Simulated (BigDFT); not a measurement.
A self-consistent single point of CdS (F-43m, 8 atoms in the cell; from Materials Project mp-2469) with BigDFT.

All values come from this method and carry its errors: PBE, Daubechies wavelet basis, HGH (Krack) norm-conserving potentials made for PBE, periodic boundary conditions (BigDFT).

```xyz
8
Lattice="5.8859 0.0000 0.0000 0.0000 5.8859 0.0000 0.0000 0.0000 5.8859" Properties=species:S:1:pos:R:3 pbc="T T T"
Cd     0.0000     0.0000     0.0000
Cd     0.0000     2.9430     2.9430
Cd     2.9430     0.0000     2.9430
Cd     2.9430     2.9430     0.0000
S      1.4715     1.4715     4.4144
S      1.4715     4.4144     1.4715
S      4.4144     1.4715     1.4715
S      4.4144     4.4144     4.4144
```

Reference input (self-consistent single point, DFT, PBE, Daubechies wavelet basis, HGH (Krack) norm-conserving potentials made for PBE, periodic boundary conditions): basis = Daubechies wavelets; dft.hgrids = 0.434 bohr; dft.rmult = 8 9; dft.ixc = 11; potentials = built-in HGH-K PBE; boundary_conditions = periodic; dft.gnrm_cv = 1e-04; dft.itermax = 80; dft.idsx = 6; dft.nrepmax = 3; dft.norbv = 8; dft.nvirt = 4. This run's input differs from it in these lines:

```diff
@@ -3,3 +3,3 @@
   hgrids: 0.434
-  rmult: [8, 9]
+  rmult: [8, 3]
   ixc: 11
```

Log, with long lists cut:

```
  #------------------------------------------------------------------- Self-Consistent Cycle
 Ground State Optimization:
 - Hamiltonian Optimization: &itrp001
   - Subspace Optimization: &itrep001-01
       Wavefunctions Iterations:
 iter:  1, EKS: -2.24519531614548157E+02, gnrm:  1.56E-01, D:  1.03E+00,
 iter:  2, EKS: -2.25009739627170632E+02, gnrm:  4.14E-02, D: -4.90E-01,
 iter:  3, EKS: -2.25058782266480989E+02, gnrm:  2.61E-02, D: -4.90E-02,
 iter:  4, EKS: -2.25071184089370519E+02, gnrm:  1.67E-02, D: -1.24E-02,
 iter:  5, EKS: -2.25078685831589098E+02, gnrm:  5.95E-03, D: -7.50E-03,
 iter:  6, EKS: -2.25079893130251634E+02, gnrm:  3.56E-03, D: -1.21E-03,
 iter:  7, EKS: -2.25080288245472843E+02, gnrm:  2.04E-03, D: -3.95E-04,
 iter:  8, EKS: -2.25080382330593295E+02, gnrm:  1.18E-03, D: -9.41E-05,
 iter:  9, EKS: -2.25080425921394095E+02, gnrm:  5.27E-04, D: -4.36E-05,
 iter:  10, EKS: -2.25080435401715334E+02, gnrm:  3.01E-04, D: -9.48E-06,
 iter:  11, EKS: -2.25080437877574241E+02, gnrm:  1.72E-04, D: -2.48E-06,
 iter:  12, EKS: -2.25080438460546361E+02, gnrm:  1.15E-04, D: -5.83E-07,
 iter:  13, EKS: -2.25080438820207888E+02, gnrm:  5.75E-05, D: -3.60E-07,
       -  &FINAL001  { #---------------------------------------------------------- iter: 14
 iter:  14, EKS: -2.25080438898364207E+02, gnrm:  5.75E-05, D: -7.82E-08,  #FINAL
        #Eigenvalues and New Occupation Numbers
       Orbitals: [
   [... 33 lines left out ...]
 Last Iteration                        : *FINAL001
  #---------------------------------------------------------------------- Forces Calculation
 Total electronic charge               :  71.999995194590
 Stress Tensor calculated              :  Yes
 Stress Tensor:
   Pressure:
     Ha/Bohr^3                         :  3.18923274700289E-06
     GPa                               :  9.383045E-02
     PV (Ha)                           :  4.38857646059045E-03
  #---------------------------------- Iterative subspace diagonalization of virtual orbitals
 Generation of input wavefunction data for atom: Cd
 Electronic configuration: {
 s: [ 2.00],
   [... lines left out ...]
  #-------------------------------- Warnings obtained during the run, check their relevance!
 WARNINGS:
 BigDFT infocode                       :  0
   [... lines left out ...]
 -  {S: [-6.925665311218E-06, -6.925665311218E-06, -6.841461173700E-06]} # 0005
 -  {S: [-6.925665311218E-06, -6.841461173700E-06, -6.925665311218E-06]} # 0006
 -  {S: [-6.841461173700E-06, -6.925665311218E-06, -6.925665311218E-06]} # 0007
 -  {S: [-6.841428236549E-06, -6.841428236549E-06, -6.841428236549E-06]} # 0008
 Energy (Hartree)                      : -2.25080438898364207E+02
 Force Norm (Hartree/Bohr)             :  8.94331556128103305E-02
```

The run converged in 14 iterations. BigDFT prints the pressure with tension positive. Against the reference run the free energy goes up by 422 meV/atom, the pressure goes from 4.17 to -0.09 GPa and the largest force goes from 0.000 to 2.299 eV/Å.

The grid can part forces that symmetry would make equal. This run is one point of a test of settings, so its values need not be converged; read them against the reference run alone. The structure comes from a collection of computed structures, made at another level of theory; the collection holds predicted forms beside known ones. With one or two k-points the zone of this small cell is coarsely sampled: energies, forces and stress carry that error and can break the symmetry, so a converged loop does not mean converged values.

Cost on one core: very roughly 60 core-seconds.
